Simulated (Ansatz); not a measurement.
The relaxed structure here is a generated cell of SiNi: the first start was made by placing the elements on the sites of a structure type, and the end was not matched to a known phase here, so it may be hypothetical. Known forms of SiNi include space group No. 62.

A relaxed structure of SiNi. Method: PBE (plane waves to 420 eV, PAW, scalar-relativistic; Ansatz, a program for electronic structure).

```xyz
4
Lattice="-1.3387 1.3387 6.8700 1.3387 -1.3387 6.8700 1.3387 1.3387 -6.8700" Properties=species:S:1:pos:R:3 pbc="T T T"
Ni     0.0000     0.0000     3.5790
Ni     1.3387     0.0000     0.1440
Si     0.0000     0.0000     9.0069
Si     1.3387     0.0000     5.5719
```

Find the space group and the Wyckoff positions (tolerance 0.01 Å).

Space group I4₁md (No. 109); a = 2.6774 Å, b = 2.6774 Å, c = 13.7400 Å, α = 90.00°, β = 90.00°, γ = 90.00°

```json
[
 {"atom": "Ni", "site": "4a", "symmetry": "2mm.", "x": "0.0000", "y": "0.0000", "z": "0.0105"},
 {"atom": "Si", "site": "4a", "symmetry": "2mm.", "x": "0.0000", "y": "0.0000", "z": "0.4055"}
]
```

Give the shortest distances between elements (the closest pairs, up to four, under 3.6 Å).

Ni–Si 2.38 Å; Si–Si 2.68 Å; Ni–Ni 2.68 Å.

The volume per atom comes out as 12.31 Å³, the density is 5.85 g/cm³ and the band gap is zero (metallic). The magnetic moment is zero (the starting moments vanished).

No spin polarisation in the result: the starting moments vanished. A magnetic state may lie lower.

The run could not lose the symmetry of its start: the end is stationary, and may be a saddle point rather than a minimum.
